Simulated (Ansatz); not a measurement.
Rb:
```cif
data_Rb
_chemical_formula_sum 'Rb1'
_space_group_name_H-M_alt 'P 1'
_space_group_IT_number 1
_cell_length_a 4.98048
_cell_length_b 4.98048
_cell_length_c 4.98048
_cell_angle_alpha 108.112
_cell_angle_beta 108.112
_cell_angle_gamma 112.224
loop_
_space_group_symop_operation_xyz
  'x, y, z'
loop_
_atom_site_label
_atom_site_type_symbol
_atom_site_fract_x
_atom_site_fract_y
_atom_site_fract_z
_atom_site_occupancy
Rb1 Rb 0.00000 0.00000 0.00000 1
```

Relaxed with r²SCAN.

Q: Which orbitals make up the states near the Fermi level in plane-wave PAW r²SCAN (Ansatz code)?

A: Within 0.5 eV of the Fermi level: Rb 5s 84 %, outside the projected shells 16 %. Projections are on Löwdin-orthogonalised atomic valence shells; empty p or d shells of many metals are not among them.

Q: Tabulate the density of states.

A: States/eV per cell of 1 atom, in 0.25 eV bins, energy from the Fermi level.

```
E (eV)  total  Rb 5s  Rb 4p
------  -----  -----  -----
-7.85    0.00   0.00   0.00
-7.60    0.00   0.00   0.00
-7.35    0.00   0.00   0.00
-7.10    0.00   0.00   0.00
-6.85    0.00   0.00   0.00
-6.60    0.00   0.00   0.00
-6.35    0.00   0.00   0.00
-6.10    0.00   0.00   0.00
-5.85    0.00   0.00   0.00
-5.60    0.00   0.00   0.00
-5.35    0.00   0.00   0.00
-5.10    0.00   0.00   0.00
-4.85    0.00   0.00   0.00
-4.60    0.00   0.00   0.00
-4.35    0.00   0.00   0.00
-4.10    0.00   0.00   0.00
-3.85    0.00   0.00   0.00
-3.60    0.00   0.00   0.00
-3.35    0.00   0.00   0.00
-3.10    0.00   0.00   0.00
-2.85    0.00   0.00   0.00
-2.60    0.00   0.00   0.00
-2.35    0.00   0.00   0.00
-2.10    0.01   0.01   0.00
-1.85    0.18   0.18   0.00
-1.60    0.29   0.29   0.00
-1.35    0.38   0.37   0.00
-1.10    0.47   0.45   0.01
-0.85    0.55   0.53   0.01
-0.60    0.63   0.60   0.01
-0.35    0.71   0.66   0.01
-0.10    0.81   0.72   0.01
0.15     0.95   0.78   0.00
0.40     1.09   0.80   0.00
0.65     1.01   0.54   0.00
0.90     1.37   0.29   0.00
1.15     1.71   0.23   0.00
1.40     1.69   0.11   0.00
1.65     1.43   0.09   0.00
1.90     1.38   0.09   0.00
2.15     1.40   0.09   0.00
2.40     1.51   0.09   0.00
2.65     1.89   0.11   0.00
2.90     2.02   0.10   0.00
3.15     1.71   0.04   0.00
3.40     1.38   0.06   0.00
3.65     1.49   0.06   0.00
3.90     1.46   0.06   0.00
4.15     1.80   0.06   0.00
4.40     2.64   0.07   0.00
4.65     2.53   0.02   0.00
```

Space group I4/mmm (body-centred tetragonal). The workflow started from a Materials Project entry (that database holds measured and hypothetical structures alike); the Crystallography Open Database copy checked does not list it. It is not the phase usual at ambient conditions (space group No. 229). Symmetry was held in the r²SCAN relaxation; its stability against distortions is not shown here. Spin–orbit coupling is left out wherever it is not named.

Potentials: the later of the program's two PAW sets.
